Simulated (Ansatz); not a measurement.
Total density of states per atom from the program Ansatz at the LDA level (PAW), in 0.25 eV bins, energy from the Fermi level:

| E (eV) | states/eV/atom |
|---|---|
| -7.85 | 0.00 |
| -7.60 | 0.00 |
| -7.35 | 0.00 |
| -7.10 | 0.00 |
| -6.85 | 0.00 |
| -6.60 | 0.00 |
| -6.35 | 0.00 |
| -6.10 | 0.00 |
| -5.85 | 0.00 |
| -5.60 | 0.00 |
| -5.35 | 0.00 |
| -5.10 | 0.00 |
| -4.85 | 0.00 |
| -4.60 | 0.01 |
| -4.35 | 0.13 |
| -4.10 | 0.29 |
| -3.85 | 0.34 |
| -3.60 | 0.37 |
| -3.35 | 0.41 |
| -3.10 | 0.48 |
| -2.85 | 0.49 |
| -2.60 | 0.57 |
| -2.35 | 0.58 |
| -2.10 | 0.58 |
| -1.85 | 0.57 |
| -1.60 | 0.53 |
| -1.35 | 0.51 |
| -1.10 | 0.48 |
| -0.85 | 0.48 |
| -0.60 | 0.45 |
| -0.35 | 0.42 |
| -0.10 | 0.36 |
| 0.15 | 0.31 |
| 0.40 | 0.29 |
| 0.65 | 0.29 |
| 0.90 | 0.25 |
| 1.15 | 0.24 |
| 1.40 | 0.27 |
| 1.65 | 0.31 |
| 1.90 | 0.33 |
| 2.15 | 0.37 |
| 2.40 | 0.41 |
| 2.65 | 0.46 |
| 2.90 | 0.56 |
| 3.15 | 0.69 |
| 3.40 | 0.68 |
| 3.65 | 0.65 |
| 3.90 | 0.61 |
| 4.15 | 0.58 |
| 4.40 | 0.52 |
| 4.65 | 0.60 |

Pick the material that matches.
(A) ZrB2, P6/mmm (Zr on 1a, B on 2d)
(B) NaBi, L1₀ or tetragonal B2
(C) Ag2S, Pc (Ag on 2a, Ag on 2a, S on 2a)
(D) CsI, CsCl type

B, NaBi, L1₀ or tetragonal B2. Within 0.5 eV of the Fermi level: Bi 6p 89 %. Projections are on Löwdin-orthogonalised atomic valence shells; empty p or d shells of many metals are not among them.

Space group P4/mmm (L1₀ or tetragonal B2). The first step of the workflow began from a Materials Project structure, measured or hypothetical; the Crystallography Open Database copy checked does not list it. With Na and Bi taken as one species the cell has the higher symmetry Fm-3m, so it may be an ordered model of a mixed-site phase. Whether it is the stable phase at ambient conditions was not checked. The cell was relaxed with LDA under the symmetry of its start; of distortions, only those at the zone centre were tested. Spin–orbit coupling is left out wherever it is not named.

Potentials: the later of the program's two PAW sets.
